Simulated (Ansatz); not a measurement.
Ir$_{3}$Rh: do energies and stresses tell the same story?

Computed with DFT r2SCAN, scalar-relativistic, plane waves, PAW in Ansatz 0.2.0.

Settings: cutoff 500 eV, Γ-centred mesh 16×16×16 on the computed 4-atom cell, Gaussian smearing of 0.10 eV; no spin polarisation.

Relaxed cell: I4/mmm, a = 3.830 Å, b = 3.830 Å, c = 7.670 Å, α = 90.00°, β = 90.00°, γ = 90.00°, 4 atoms in the primitive cell. Whether it is the stable form of this composition wasn't checked.

Energies at zero smearing and pressures from the stress tensor, at volumes with shape and atoms relaxed:
| V (Å³/atom) | E − E(first) (meV/atom) | P (GPa) |
| --- | --- | --- |
| 13.221 | 0.00 | 25.67 |
| 13.643 | -48.52 | 11.68 |
| 14.065 | -63.32 | 0.00 |
| 14.487 | -50.02 | -9.73 |
| 14.909 | -13.31 | -17.81 |

Task: Check P = −dE/dV between neighbouring volumes, and get the bulk modulus from the pressures alone.

Result: With 1 eV/Å³ = 160.2 GPa:
| middle V (Å³/atom) | −ΔE/ΔV (GPa) | mean P (GPa) |
| --- | --- | --- |
| 13.432 | 18.424 | 18.673 |
| 13.854 | 5.621 | 5.838 |
| 14.276 | -5.053 | -4.862 |
| 14.698 | -13.937 | -13.767 |

The two differ by 0.25 GPa at most. The mean of two end pressures misses the average over a step by about ΔV² P″/12, up to 0.21 GPa here; with that taken off 0.04 GPa remains. The stress is the derivative of the free energy, not of the energy at zero smearing, and with free energies 0.00 GPa remains. Around V = 14.065 Å³/atom, the two neighbours give B = −V ΔP/ΔV = 14.065 × 21.40 / 0.844 = 356.7 GPa, against B0 = 354.8 GPa from the Birch–Murnaghan fit of the energies.

Spin–orbit coupling is left out, which can shift energies with elements as heavy as these.